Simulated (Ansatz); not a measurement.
**Data sheet: Mg (DFT)**

Mg:
```
Mg
1.0
    5.75135     0.00000     0.00000
   -2.87567     4.98081     0.00000
    0.00000     0.00000     5.68227
Mg
7
Cartesian
  0.00000   0.00000   1.44373
  0.00000   0.00000   4.23854
  0.00000   3.32054   2.84113
  2.87567   1.66027   2.84113
 -1.43784   2.49041   0.00000
  2.87567   0.00000   0.00000
  1.43784   2.49041   0.00000
```

Space group P6/mmm (No. 191); conventional cell a = b = 5.7513 Å, c = 5.6823 Å, α = β = 90.00°, γ = 120.00°.

Method: DFT-PBEsol in the program Ansatz with PAW potentials. The cell and atoms are relaxed at this level. Other levels are named where they apply.

Cell and energy:

```
Quantity             Result
---------------  ----------
Volume per atom    23.25 Å³
Density          1.74 g/cm³
```

Electronic structure:

```
Quantity                                                                    Result
------------------------------------  --------------------------------------------
Electronic character                                             metallic (no gap)
Density of states at the Fermi level  0.43 states/eV per atom (mean over ±0.08 eV)
```

Mechanics:

```
Item                                                                                      Result
-------------------------------------  ---------------------------------------------------------
Bulk modulus (Birch–Murnaghan fit)                                                      34.9 GPa
Pressure derivative B′                                                                       4.0
Elastic constants (relaxed ions, GPa)  C11 = 62.7, C12 = 26.0, C13 = 15.3, C33 = 76.1, C44 = 0.3
Mechanical stability                        marginal (the smallest eigenvalue of C is near zero)
```

Phonons:

```
Item                                           Result
-----------------------------  ----------------------
Highest zone-centre frequency                362 cm⁻¹
Zone-centre stability          no imaginary mode at Γ
```

The start of the workflow was typed in or built on a structure type; the Crystallography Open Database copy checked does not list it. It is not the phase usual at ambient conditions (space group No. 194). The PBEsol relaxation kept the symmetry of its start. As this level gives no gap, shear constants depend on the k-mesh and smearing (Fermi–Dirac, 0.1 eV here). As this level gives no gap, phonon frequencies hold no LO–TO term and depend on the k-mesh and smearing (Fermi–Dirac, 0.1 eV here). Axis ratios of metals converge slowly with the k-mesh, so a and c are less sure than the volume.

Potentials: the earlier of the program's two PAW sets. The files were generated under PBE; for other functionals the program regenerates the frozen cores, and for LDA and PBEsol the local potential too.
